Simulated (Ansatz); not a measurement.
Ansatz (a quantum-chemistry and plane-wave program) input:

Ansatz 0.2 input:
```yaml
crystal:
  lattice:
    - [-3.4772490641, 3.4772490641, 3.4772490641]
    - [3.4772490641, -3.4772490641, 3.4772490641]
    - [3.4772490641, 3.4772490641, -3.4772490641]
  atoms:
    - { symbol: Li, position: [0.0001150258, 0.5, 0.0] }
    - { symbol: Li, position: [0.5, 0.0, 0.5001150258] }
    - { symbol: Li, position: [0.0, 0.0001150258, 0.5] }
    - { symbol: Li, position: [0.9998849742, 0.9998849742, 0.9998849742] }
    - { symbol: Li, position: [0.4998849742, 0.4998849742, 0.4998849742] }
    - { symbol: Li, position: [0.0, 0.5001150258, 0.5] }
    - { symbol: Li, position: [0.5, 0.0, 0.0001150258] }
    - { symbol: Li, position: [0.5001150258, 0.5, 0.0] }
kpoints:
  mp_grid: { grid: [18, 18, 18] }
hamiltonian:
  xc: r2scan
  pseudopotentials: { kind: paw }
scf:
  occupations: { method: fermi_dirac, width: 0.1 }
elastic: { mode: relaxed_ion, stencil: two_point, amplitude: 0.005, f_tol: 0.0005 }
```

Output (shortened):

```
Pseudopotentials: kind: paw
Pseudopotential: Li, paw, valence charge 3
Functional definition: r2SCAN
Crystal: 8 atoms, lattice volume = 168.177 Å³
Basis set: ecut = 500 eV, 4213 PW (Γ), exchange–correlation on 180×180×180 points (64 copies of the dense FFT grid, shifted against one another)
Bands: 20, of which v1, the nominal top of the filled ones, is band 12 counted from 1 (11 counted from 0)
Symmetry: 24 space group operations
Space group: I-43d (ITA 220), of the structure as read, at distance tolerance 5.5e-5 Å
k-points: 195 of 5832 (time reversal used)
Initial wavefunctions: pseudopotential atomic-orbital guess
Eigensolver: davidson
Functional: x = r2scan, c = r2scan; τ floored in thin density (d = 2e-4 eV/Å³)
all-band conjugate gradients solve this SCF's bands
SCF 1 converged in 9 iterations: F = -1641.127452 eV  dr2 = 5.09e-14
Crystal: 8 atoms, lattice volume = 168.177 Å³
Initial density: handed on by an earlier stage of this run
Initial wavefunctions: those handed on with the density
SCF 2 converged in 2 iterations: F = -1641.127452 eV  dr2 = 1.86e-14
Crystal: 8 atoms, lattice volume = 167.336 Å³
Basis set: ecut = 500 eV, 4205 PW (Γ), exchange–correlation on 180×180×180 points (64 copies of the dense FFT grid, shifted against one another)
Symmetry: 8 space group operations
k-points: 480 of 5832 (time reversal used)
Initial wavefunctions: pseudopotential atomic-orbital guess (no wavefunctions were taken with the density)
SCF 3 converged in 8 iterations: F = -1641.127228 eV  dr2 = 5.66e-14
relax step   1: F+E_penalty+E_count = -1641.12722830 eV  Δ(F+E_penalty+E_count) = +0.000e0 eV  max|allowed force component| = 3.477e-5 eV/Å  Δτ_max = 0.0000 Å  (8 SCF iters, accepted)
Crystal: 8 atoms, lattice volume = 167.336 Å³
SCF 4 converged in 2 iterations: F = -1641.127228 eV  dr2 = 2.47e-14
Crystal: 8 atoms, lattice volume = 169.018 Å³
Basis set: ecut = 500 eV, 4221 PW (Γ), exchange–correlation on 180×180×180 points (64 copies of the dense FFT grid, shifted against one another)
SCF 5 converged in 8 iterations: F = -1641.127302 eV  dr2 = 6.25e-14
relax step   1: F+E_penalty+E_count = -1641.12730243 eV  Δ(F+E_penalty+E_count) = +0.000e0 eV  max|allowed force component| = 3.653e-5 eV/Å  Δτ_max = 0.0000 Å  (8 SCF iters, accepted)
Crystal: 8 atoms, lattice volume = 169.018 Å³
SCF 6 converged in 2 iterations: F = -1641.127302 eV  dr2 = 2.73e-14
Crystal: 8 atoms, lattice volume = 168.176 Å³
Symmetry: 4 space group operations
k-points: 865 of 5832 (time reversal used)
SCF 7 converged in 8 iterations: F = -1641.127310 eV  dr2 = 2.57e-14
relax step   1: F+E_penalty+E_count = -1641.12730963 eV  Δ(F+E_penalty+E_count) = +0.000e0 eV  max|allowed force component| = 3.646e-5 eV/Å  Δτ_max = 0.0000 Å  (8 SCF iters, accepted)
Crystal: 8 atoms, lattice volume = 168.176 Å³
SCF 8 converged in 2 iterations: F = -1641.127310 eV  dr2 = 1.31e-14
Crystal: 8 atoms, lattice volume = 168.176 Å³
SCF 9 converged in 8 iterations: F = -1641.127310 eV  dr2 = 2.56e-14
relax step   1: F+E_penalty+E_count = -1641.12730963 eV  Δ(F+E_penalty+E_count) = +0.000e0 eV  max|allowed force component| = 3.645e-5 eV/Å  Δτ_max = 0.0000 Å  (8 SCF iters, accepted)
Crystal: 8 atoms, lattice volume = 168.176 Å³
SCF 10 converged in 2 iterations: F = -1641.127310 eV  dr2 = 1.30e-14
SCF converged after 2 iterations
Free energy (F): -1641.127452 eV
Harris-Foulkes:  -1641.127452 eV  (|F-HF|=2.27e-13)
Internal energy: -1641.011414 eV  (E = F + TS)
E sigma→0 (E₀):  -1641.069433 eV
Entropy (-TS):   -0.116038 eV (-14.505 meV/atom)
Fermi energy:    0.964528 eV
--- Per-component energies (eV) ---
  E_band       = -759.294740
  E_kinetic    = 169.017063
  E_local      = -1066.914008  (includes V_loc(G=0)·N_el)
  E_nonlocal   = -266.625897
  E_hartree    = 317.273169
  E_xc         = -76.690564
  E_vxc        = -109.277550  (∫ρ·V_xc dr)
  E_paw        = -174.534575  (= ΣΔE_a)
  E_vpaw       = -126.665656  (= ΣTr[D̂ρ^β])
  E_aug_tail   = -0.000783  (compensation charges beyond the density's cutoff)
  E_vtau       = 6.625757  (kinetic-family band-sum trace: ∫τ·v_τ [+ j·A + Jᵃ·Aᵃ] dr)
  E_ewald      = -542.535818
  E_smearing   = -0.116038  (= −TS)
  E_closure    = 0.000000  (closes the sum)
  Σ components = -1641.127452   (vs F -1641.127452, Δ=0.00e0)
--- Forces (eV/Å), atoms counted from 1 ---
  atom   1  Li     0.00003221    -0.00003221    -0.00003221
  atom   2  Li    -0.00003221    -0.00003221     0.00003221
  atom   3  Li    -0.00003221     0.00003221    -0.00003221
  atom   4  Li     0.00003221     0.00003221     0.00003221
  atom   5  Li     0.00003221     0.00003221     0.00003221
  atom   6  Li    -0.00003221     0.00003221    -0.00003221
  atom   7  Li    -0.00003221    -0.00003221     0.00003221
  atom   8  Li     0.00003221    -0.00003221    -0.00003221
  max |Σ_I F_I| component: 0.0 eV/Å
--- Stress (GPa, compression-positive) ---
        0.006718       0.000000       0.000000
        0.000000       0.006718       0.000000
        0.000000       0.000000       0.006718
  P = ⅓ Tr σ = 0.0067 GPa (0.067 kbar)
  The stress holds the Pulay correction. Without it, at fixed plane waves, as pw.x and ABINIT print it: P = 0.0026 GPa
  The stress includes an estimate of the error left by incomplete SCF convergence (largest component 0.0000 GPa).
--- Band table (eV; the first three rows and the last of 195) ---
  k-point 0: bands = ["-47.2007", "-47.1830", "-47.1830", "-47.1830", "-47.1830", "-47.1830", "-47.1830", "-47.1709", "-2.9205", "1.2551", "1.2551", "1.2551", "1.2551", "1.2551", "1.2551", "4.3008", "4.3008", "4.3008", "4.3008", "4.3008"]
  k-point 1: bands = ["-47.2006", "-47.1831", "-47.1830", "-47.1830", "-47.1830", "-47.1830", "-47.1829", "-47.1710", "-2.9046", "1.1473", "1.2423", "1.2423", "1.2424", "1.2424", "1.2754", "4.3087", "4.3418", "4.3418", "4.3418", "4.3418"]
  k-point 2: bands = ["-47.2002", "-47.1835", "-47.1830", "-47.1830", "-47.1830", "-47.1830", "-47.1826", "-47.1713", "-2.8568", "0.8717", "1.2067", "1.2067", "1.2070", "1.2070", "1.3362", "4.3327", "4.4618", "4.4618", "4.4619", "4.4619"]
  k-point 194: bands = ["-47.1844", "-47.1844", "-47.1844", "-47.1844", "-47.1844", "-47.1844", "-47.1816", "-47.1816", "-0.3015", "-0.3015", "-0.3015", "-0.3015", "-0.3015", "-0.3015", "4.5581", "4.5581", "4.5581", "4.5581", "4.5581", "4.5581"]
  band table: 20 of 20 bands, residual norms ≤ 1.0e-3 eV
--- Elastic constants: 2 strain directions × 2 members + reference (group order 24) ---
  dense FFT box of the reference and of every strained cell: 45×45×45
  strains applied: 11, 23; error gains: componentwise 1.00 (the most a stress slope's error grows in a printed constant), spectral 1.73 (1 for all six strains …
  C = ∂σ_k/∂η_j (tension-positive GPa; Voigt order 11 22 33 23 13 12):
        14.203     12.448     12.448      0.000      0.000      0.000
        12.448     14.203     12.448      0.000      0.000      0.000
        12.448     12.448     14.203      0.000      0.000      0.000
         0.000      0.000      0.000     10.818      0.000      0.000
         0.000      0.000      0.000      0.000     10.818      0.000
         0.000      0.000      0.000      0.000      0.000     10.818
  reference stress σ⁰ (GPa):     -0.007     -0.007     -0.007      0.000      0.000      0.000
  moduli (Voigt/Reuss/Hill, GPa): K = 13.03/13.03/13.03   G = 6.84/1.96/4.40   E = 11.86   ν = 0.348
  mechanically stable: yes (min eigenvalue of sym C = 1.75 GPa)
  strain η (Voigt 11):  stress-route row diagonal C_11 = 14.20 GPa, energy-path curvature d²(F+E_count+ΔE)/dδ²/Ω₀ = 14.20 GPa
         δ    σ_11 (GPa)             F (eV)   n_scf  n_hpsi   n_pw
    -5.000e-3      -0.0788       -1641.1272283       2   76244   4287   relax 1 steps, max|allowed force component| 3.48e-5 eV/Å
     5.000e-3       0.0632       -1641.1273024       2   75999   4325   relax 1 steps, max|allowed force component| 3.65e-5 eV/Å
  strain η (Voigt 23):  stress-route row diagonal C_44 = 10.82 GPa, energy-path curvature d²(F+E_count+ΔE)/dδ²/Ω₀ = 10.82 GPa
         δ    σ_23 (GPa)             F (eV)   n_scf  n_hpsi   n_pw
    -5.000e-3      -0.0541       -1641.1273096       2  139996   4304   relax 1 steps, max|allowed force component| 3.65e-5 eV/Å
     5.000e-3       0.0541       -1641.1273096       2  140039   4304   relax 1 steps, max|allowed force component| 3.65e-5 eV/Å
```

Cost: around 50 core-minutes (rough) on shared cores.

Space group Im-3m (bcc (W type)). The r²SCAN relaxation kept the symmetry of its start; of distortions, only those at the zone centre were tested. As this level gives no gap, shear constants depend on the k-mesh and smearing (Fermi–Dirac, 0.1 eV here). Point labels and valley counts follow the cell and symmetry of the run, lower than the named group.

Potentials: the later of the program's two PAW sets.

Ansatz is a plane-wave DFT program.
